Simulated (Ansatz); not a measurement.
Relaxing a structure of Si2Mo

The start is a generated cell, Si2Mo placed in the AFLOW prototype A2B_oC12_36_2a_a (C24, as in HgBr2). Cell shape, volume and atoms are optimised at zero target pressure with PBE (plane waves to 420 eV, PAW, scalar-relativistic; Ansatz, a program for electronic structure). The first steps use a coarse 8×8×3 k-mesh.

Initial structure:
```
Si2Mo
1.0
    1.74423    -2.56089     0.00000
    1.74423     2.56089     0.00000
    0.00000     0.00000     9.38879
Si Mo
4 2
Cartesian
  1.74423  -0.85534   4.69440
  1.74423   0.85534   0.00000
  1.74423  -2.24846   5.95250
  1.74423   2.24846   1.25810
  1.74423  -0.53779   8.13070
  1.74423   0.53779   3.43630
```

| Property | Value |
|---|---|
| Volume change | +12.5 %, from 13.98 to 15.73 Å³/atom |
| Band gap at the end | no gap (metallic) |
| Optimiser moves | 22 |

Relaxed structure:

Space group P6₃/mmc (No. 194); a = 3.0150 Å, b = 3.0150 Å, c = 11.9888 Å, α = 90.00°, β = 90.00°, γ = 120.00°

```json
[
 {"atom": "Si", "site": "4f", "symmetry": "3m.", "x": "0.3333", "y": "0.6667", "z": "0.1521"},
 {"atom": "Mo", "site": "2a", "symmetry": "-3m.", "x": "0.0000", "y": "0.0000", "z": "0.0000"}
]
```

Final values are on a 18×18×4 k-mesh of the relaxed cell. The start holds a very short contact (Si–Mo 1.88 Å). No spin polarisation in the result.

The run could not lose the symmetry of its start, so the end can be a saddle point.

The relaxed structure here is a generated cell of Si2Mo: the first start was made by placing the elements on the sites of a structure type, and the end was not matched to a known phase here, so it may be hypothetical. Known forms of Si2Mo include space group No. 139.
